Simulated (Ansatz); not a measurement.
A free-standing Janus 1T monolayer of NiSTe was relaxed with 5 functionals in the PAW code Ansatz, cell and atoms free, the symmetry of the start kept (meshes: PBE 12×12×1, r2SCAN 12×12×1, PBEsol 12×12×1, LDA 12×12×1, HSE06 6×6×1). The cell comes from a prototype generator: it can be a known phase or a hypothetical one. Spin polarisation is off.

The PBE result:
```
Ni S Te
1.0
     3.54897    0.00000    0.00000
    -1.77448    3.07349    0.00000
     0.00000    0.00000   29.76720
Ni S Te
1 1 1
Direct
  0.00000 0.00000 0.30702
  0.33333 0.66667 0.34315
  0.66667 0.33333 0.25686
```
Two periodic directions, a and b.

The sheet's in-plane cell has a = 3.549 Å, b = 3.549 Å (γ = 120.0°), and its outermost atoms lie 2.57 Å apart along the normal. Around Ni lie 3 S at 2.31 Å and 3 Te at 2.54 Å; around S lie 3 Ni at 2.31 Å; around Te lie 3 Ni at 2.54 Å.

Task: Order the functionals by the relaxed area, smallest first.
A. LDA
B. HSE06
C. PBEsol
D. r2SCAN
E. PBE

Result: A (3.37 Å²/atom), C (3.43 Å²/atom), B (3.55 Å²/atom), D (3.59 Å²/atom), E (3.64 Å²/atom).

Task: How does the cell change with HSE06?

Result: a = 3.508 Å; the area differs by -2.3 % from PBE's. Ni has 3 S at 2.30 Å and 3 Te at 2.50 Å; S has 3 Ni at 2.30 Å; Te has 3 Ni at 2.50 Å.

Task: What lattice does LDA give?

Result: a = 3.416 Å; the area differs by -7.3 % from PBE's. Ni has 3 S at 2.24 Å and 3 Te at 2.50 Å; S has 3 Ni at 2.24 Å; Te has 3 Ni at 2.50 Å.

Task: Held at the r2SCAN cell, what mean stress do LDA and PBE find, and does its sign point to their own minimum?

Result: Yes. LDA -3.12 N/m, and its relaxed area is -6.2 % from r2SCAN's; PBE +0.96 N/m, and its relaxed area is +1.3 % from r2SCAN's. Compression counts positive, so a positive stress asks for a larger cell.

The cell is metallic with PBE, r2SCAN, PBEsol, LDA, HSE06, and these meshes limit the relaxed cells of a metal.
